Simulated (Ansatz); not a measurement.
Free-standing chains of the atoms of TiC, named by their start (strip: triangular double chain, ladder: square double chain); atoms and period are relaxed, and energies count from relaxed bulk TiC (Fm-3m, 9.89 Å³/atom, gap on the mesh 0.00 eV).

All numbers below come from DFT PBEsol, scalar-relativistic, plane waves, PAW (Ansatz).

Cutoff 420 eV; k points 1×1×31 on the computed 2-atom cell (Γ-centred); Gaussian smearing, width 0.05 eV; collinear spin from starting moments 1.5 0.5 μB.

Start (strip chain):

```
CELL_PARAMETERS angstrom
10.70000 0.00000 0.00000
0.00000 9.30000 0.00000
0.00000 0.00000 2.04793
ATOMIC_POSITIONS crystal
Ti 0.41875 0.50000 0.00000
C 0.58125 0.50000 0.50000
```

Question: Relax it.

Answer: The free energy falls by 660 meV/atom. It ends far from its start (an atom moved by over half a bond, or the period changed much).

```
excess energy (eV per host atom)                      : 3.362
period (Å)                                            : 3.030
gap on the mesh (eV)                                  : 0
highest filled level or Fermi level under vacuum (eV) : 4.21
size of the moment (μB per cell)                      : 0.00
```

Relaxed structure:
```
CELL_PARAMETERS angstrom
10.70000 0.00000 0.00000
0.00000 9.30000 0.00000
0.00000 0.00000 3.02962
ATOMIC_POSITIONS crystal
Ti 0.45111 0.50000 0.00000
C 0.54889 0.50000 0.50000
```

Each run keeps its start's symmetry and one magnetic start, so lower states can exist.

The run took 120 s on 2 threads of Intel(R) Xeon(R) 6975P-C (Granite Rapids), with other jobs on the host, peak memory 0.61 GiB.